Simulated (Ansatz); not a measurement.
YGe:
```
YGe
1.0
    3.90287     0.00000     0.00000
   -1.95144     3.37999     0.00000
    0.00000     0.00000     7.86856
Y Ge
2 2
Direct
  0.00000   0.00000   0.00000
  0.00000   0.00000   0.50000
  0.33333   0.66667   0.25000
  0.66667   0.33333   0.75000
```

Relaxed with PBE. Special points in fractions of this cell's reciprocal vectors: Γ (0.000, 0.000, 0.000); M (0.500, 0.000, 0.000); K (0.333, 0.333, 0.000); A (0.000, 0.000, 0.500); L (0.500, 0.000, 0.500); H (0.333, 0.333, 0.500).

Problem. List the band energies nearest the Fermi level at these points for PBE in the plane-wave PAW code Ansatz.

Solution. In eV from the Fermi level; about four levels below and three above (degenerate sets whole), none deeper than 8.9 eV; points with the same levels are listed once.

| k | below | above |
|---|---|---|
| Γ | -7.65 -3.80 -0.09 | 0.02 0.02 0.83 |
| M | -1.94 -1.68 -0.64 -0.42 | 0.20 1.12 1.28 |
| K | -2.10 -2.10 -1.20 -1.20 -0.43 | 2.07 2.07 3.07 3.07 |
| A | -8.40 -8.40 -2.25 -2.25 | 0.64 0.64 0.64 0.64 |
| L | -2.82 -2.82 -1.08 -1.08 | 0.19 0.19 0.89 0.89 |
| H | -1.63 -1.63 -1.19 -1.19 | 1.57 1.57 3.86 3.86 |

Space group P6_3/mmc (NiAs type). A made-up cell: these elements were put on the sites of a structure type; neither database checked (COD, Materials Project) lists it. Its standing as an ambient phase is unchecked. Symmetry was held in the PBE relaxation; whether a distortion lowers the energy is not shown. No spin polarisation was allowed. Spin–orbit coupling is left out wherever it is not named.

Potentials: the later of the program's two PAW sets.
